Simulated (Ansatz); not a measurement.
Relaxed candidate structures of MgB$_{2}$:

**A**
```cif
data_B4Mg2
_chemical_formula_sum 'B4 Mg2'
_space_group_name_H-M_alt 'P 1'
_space_group_IT_number 1
_cell_length_a 3.08780
_cell_length_b 3.08780
_cell_length_c 8.01356
_cell_angle_alpha 90.000
_cell_angle_beta 90.000
_cell_angle_gamma 120.000
loop_
_space_group_symop_operation_xyz
  'x, y, z'
loop_
_atom_site_label
_atom_site_type_symbol
_atom_site_fract_x
_atom_site_fract_y
_atom_site_fract_z
_atom_site_occupancy
B1 B 0.33333 0.66667 0.11821 1
B2 B 0.66667 0.33333 0.11821 1
B3 B 0.66667 0.33333 0.88179 1
B4 B 0.33333 0.66667 0.88179 1
Mg1 Mg 0.00000 0.00000 0.31759 1
Mg2 Mg 0.00000 0.00000 0.68241 1
```

**B**
```
MgB2
1.0
   -1.75964     1.75964     5.42303
    1.75964    -1.75964     5.42303
    1.75964     1.75964    -5.42303
B Mg
4 2
Direct
  0.67333   0.17333   0.84665
  0.32667   0.82667   0.15335
  0.82667   0.67333   0.50000
  0.17333   0.32667   0.50000
  0.75000   0.25000   0.50000
  0.25000   0.75000   0.50000
```

**C**
```xyz
3
Lattice="1.8950 1.0941 2.4831 -1.8950 1.0941 2.4831 0.0000 -2.1881 2.4831" Properties=species:S:1:pos:R:3 pbc="T T T"
B      0.0000     0.0000     6.6020
B      0.0000     0.0000     0.8473
Mg     0.0000     0.0000     3.7246
```

Problem. Put the candidates in order of energy per atom, lowest first, for PBEsol (plane waves to 420 eV, PAW, scalar-relativistic; Ansatz, a program for electronic structure).

Solution. A (reference), C (+0.55 eV/atom), B (+0.69 eV/atom)

The lowest structure calculated, P6/mmm, hP3, AFLOW prototype AB2_hP3_191_a_d (C32, as in AlB2), is not among these; it lies 0.33 eV/atom below the lowest of them. Each run could gain symmetry but not lose that of its start, so entries can be saddle points. All of these are generated cells (placed on structure types, drawn at random, substituted or restacked) that were not matched to a known phase here. Energies are at zero temperature and pressure, without zero-point motion. The runs use different k-meshes, so differences are rounded accordingly. No spin polarisation in the result.
